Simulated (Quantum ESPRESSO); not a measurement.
## Kohn-Sham bands of RuO2 (rutile)

```
RuO2
1.0
    4.48250     0.00000     0.00000
    0.00000     4.48250     0.00000
    0.00000     0.00000     3.11134
Ru O
2 4
Direct
  0.50000   0.50000   0.50000
  0.00000   0.00000   0.00000
  0.80544   0.19456   0.50000
  0.19456   0.80544   0.50000
  0.30544   0.30544   0.00000
  0.69456   0.69456   0.00000
```

Structure: Materials Project mp-825, symmetrised, not relaxed again. COD (Crystallography Open Database) has an entry of this formula and space group (matched by these alone). Level: PBEsol, spinors with spin-orbit coupling; pw.x of Quantum ESPRESSO at 68 Ry with PseudoDojo potentials, 4×4×6 k-points, Wannier90. Density: 8×8×10 mesh, cold smearing 0.01 Ry.

Energies are relative to the Fermi level; weights are on the orthonormalised atomic waves of the pseudopotential files, averaged over the group. 56 electrons a cell are treated as valence.

```json
[
 {"bands": "1–4", "from (eV)": "-73.38", "to (eV)": "-73.37", "filling": "filled", "weight on atomic waves": "[?]"},
 {"bands": "5–8", "from (eV)": "-45.80", "to (eV)": "-45.73", "filling": "filled", "weight on atomic waves": "[?]"},
 {"bands": "9–16", "from (eV)": "-42.55", "to (eV)": "-42.18", "filling": "filled", "weight on atomic waves": "[?]"},
 {"bands": "17–24", "from (eV)": "-20.18", "to (eV)": "-18.06", "filling": "filled", "weight on atomic waves": "[?]"}
]
```

Q: Which atomic shells make up each group?

A: 
- 1–4, weight on atomic waves: Ru 4s 97 %
- 5–8, weight on atomic waves: Ru 4p 99 %
- 9–16, weight on atomic waves: Ru 4p 98 %
- 17–24, weight on atomic waves: O 2s 84 %, Ru 4d 8 %, Ru 5s 6 %

No gap over 0.05 eV opens at the Fermi level at this level of theory.
